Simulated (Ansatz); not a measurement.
One crystal and one scan (scan of one atom of the cell) at two levels, PBE (plane waves to 420 eV, PAW, scalar-relativistic; Ansatz, a program for electronic structure) and r2SCAN (plane waves to 500 eV, PAW, scalar-relativistic; Ansatz), each from its own relaxed cell and on its own mesh.

The crystal is Au (fcc, Cu type); one Au atom of a 4-atom cell moves by s along Cartesian z, with its periodic images.

E stands for the smeared free energy. Au was relaxed with its symmetry unable to fall. Spin-orbit coupling is left out, though Au is heavy. The PAW data are Ansatz's earlier set. (r2SCAN) On this mesh the relaxed cell isn't quite at rest: it carries a pressure of -0.1 GPa (compression positive) at the zero of the scan. With partly filled bands, energies and forces of such displacements shift with the k mesh and the smearing. Both scans cover s from -0.290 to 0.290 Å.

| quantity | run 1 | run 2 |
|---|---|---|
| Lattice constant a (Å) | 4.157 | 4.124 |
| Energy at s = 0.290 Å (meV/cell) | 239 | 253 |
| Force along the line at s = -0.290 Å (eV/Å) | 1.737 | 1.848 |
| Force constant k = d²E/ds² at s = 0 (finite differences) (eV/Å²) | 5.35 | 5.66 |

Q: Which run is which level?

A: Run 1 is PBE, run 2 is r2SCAN. PBE gives the higher value for: lattice constant a. PBE gives the lower value for: energy at s = 0.290 Å; force along the line at s = -0.290 Å; force constant k = d²E/ds² at s = 0. Both give the same symmetry of the curve: even: the same for both signs.

(For displaced atoms, the force is minus the slope of the energy, and its curvature is a force constant, which sets phonon frequencies.)
